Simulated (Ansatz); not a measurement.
CaCd2As2:
```cif
data_As2CaCd2
_chemical_formula_sum 'Ca1 Cd2 As2'
_space_group_name_H-M_alt 'P-3m1'
_space_group_IT_number 164
_space_group_name_Hall '-P 3 2"'
_cell_length_a 4.40815
_cell_length_b 4.40815
_cell_length_c 7.19550
_cell_angle_alpha 90.000
_cell_angle_beta 90.000
_cell_angle_gamma 120.000
loop_
_atom_site_label
_atom_site_type_symbol
_atom_site_symmetry_multiplicity
_atom_site_Wyckoff_symbol
_atom_site_fract_x
_atom_site_fract_y
_atom_site_fract_z
_atom_site_occupancy
Ca1 Ca 1 a 0.00000 0.00000 0.00000 1
Cd1 Cd 2 d 0.66667 0.33333 0.36628 1
As1 As 2 d 0.33333 0.66667 0.23747 1
```

Relaxed with r²SCAN.

Task: Which orbitals make up the states near the band edges in DFT-r²SCAN in the program Ansatz with PAW potentials?

Result: Top 1 eV of the valence band: As 4p 88 %, outside the projected shells 7 %. Bottom 1 eV of the conduction band: Cd 5s 34 %, As 4p 14 %, As 4s 8 %, Ca 4s 7 %, outside the projected shells 36 %. Projections are on Löwdin-orthogonalised atomic valence shells; empty p or d shells of many metals are not among them.

Task: Tabulate the density of states.

Result: States/eV per cell of 5 atoms, in 0.25 eV bins, energy from the valence-band maximum.

```tsv
E (eV)	total	As 4p	Cd 5s	Ca 4s
-7.85	0.00	0.00	0.00	0.00
-7.60	0.00	0.00	0.00	0.00
-7.35	0.00	0.00	0.00	0.00
-7.10	0.00	0.00	0.00	0.00
-6.85	0.00	0.00	0.00	0.00
-6.60	0.00	0.00	0.00	0.00
-6.35	0.00	0.00	0.00	0.00
-6.10	0.00	0.00	0.00	0.00
-5.85	0.00	0.00	0.00	0.00
-5.60	0.00	0.00	0.00	0.00
-5.35	0.00	0.00	0.00	0.00
-5.10	0.29	0.18	0.09	0.01
-4.85	2.55	1.53	0.79	0.07
-4.60	4.11	2.37	1.24	0.09
-4.35	4.22	2.35	1.19	0.06
-4.10	1.53	0.85	0.44	0.02
-3.85	0.68	0.40	0.19	0.01
-3.60	0.71	0.47	0.14	0.03
-3.35	0.93	0.68	0.12	0.04
-3.10	1.98	1.57	0.12	0.09
-2.85	2.13	1.72	0.10	0.07
-2.60	2.83	2.32	0.11	0.08
-2.35	3.73	3.09	0.11	0.10
-2.10	3.00	2.52	0.07	0.05
-1.85	3.76	3.19	0.07	0.05
-1.60	3.64	3.13	0.05	0.03
-1.35	4.79	4.19	0.04	0.03
-1.10	3.37	2.96	0.02	0.02
-0.85	1.83	1.60	0.01	0.01
-0.60	1.10	0.97	0.01	0.00
-0.35	0.61	0.55	0.00	0.00
-0.10	0.18	0.17	0.00	0.00
0.15	0.00	0.00	0.00	0.00
0.40	0.00	0.00	0.00	0.00
0.65	0.00	0.00	0.00	0.00
0.90	0.01	0.00	0.00	0.00
1.15	0.07	0.01	0.04	0.00
1.40	0.26	0.04	0.12	0.02
1.65	1.10	0.15	0.33	0.08
1.90	2.82	0.40	0.68	0.19
2.15	4.47	0.75	1.18	0.26
2.40	4.57	0.87	1.49	0.23
2.65	2.84	0.51	0.81	0.11
2.90	3.45	0.45	0.67	0.12
3.15	4.24	0.49	0.69	0.13
3.40	4.12	0.41	0.47	0.11
3.65	3.41	0.20	0.17	0.08
3.90	4.44	0.22	0.17	0.14
4.15	5.31	0.21	0.15	0.17
4.40	6.77	0.24	0.12	0.15
4.65	5.31	0.16	0.08	0.09
```

The first step of the workflow began from a Materials Project structure, measured or hypothetical; the Crystallography Open Database files this formula in space group No. 164, but the cells were not matched. Whether it is the stable phase at ambient conditions was not checked. Symmetry was held in the r²SCAN relaxation; whether a distortion lowers the energy is not shown. Spin–orbit coupling is left out wherever it is not named.

Potentials: the later of the program's two PAW sets.
